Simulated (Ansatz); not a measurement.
Input:

LiH (rock salt) is sheared across one {110} plane: the third cell vector gains the shift, so faults repeat every 4.2 Å. The cut lies between planes 1.42 Å apart; the cell height is held.

```yaml
crystal:
  lattice:
    - [2.83227, 0.00000, 0.00000]
    - [0.00000, 4.00544, 0.00000]
    - [1.41614, 2.00272, 4.24841]
  atoms:
    - { symbol: Li, position: [0.00000, 0.00000, 0.83333] }
    - { symbol: Li, position: [0.33333, 0.33333, 0.16667] }
    - { symbol: Li, position: [0.66667, 0.66667, 0.50000] }
    - { symbol: H, position: [0.00000, 0.50000, 0.83333] }
    - { symbol: H, position: [0.33333, 0.83333, 0.16667] }
    - { symbol: H, position: [0.66667, 0.16667, 0.50000] }
```

In-plane vectors a = (2.832, 0.000) Å, b = (0.000, 4.005) Å, area 11.34 Å². The shift is s times the vector a (length 2.832 Å), so s = 1 restores the start. Atoms relax along the normal only. γ = [E(shift) − E(0)] / area.

These are r2SCAN (plane waves to 500 eV, PAW, scalar-relativistic; Ansatz, a first-principles code) values and carry that method's errors. k mesh 10×10×10 (Γ-centred), Fermi-Dirac smearing 0.05 eV. Energies are extrapolated to zero smearing. Faults lie only 4.2 Å apart, and holding the cell height raises γ above its relaxed value. LiH was relaxed with its symmetry unable to fall. The zero of γ is zero shift.

The scan covers s from 0.000 to 0.917 in 12 points.

Question: At which s is γ highest?

Answer: s = 0.500.

Question: Does γ have a local minimum between the ends of the line, and at which s?

Answer: No computed point is one.

Question: What is the highest γ among twelve even steps of s?

Answer: 503 mJ/m².

(The slope of γ gives the shear force per area between the displaced halves; near zero shift its curvature is an elastic stiffness.)
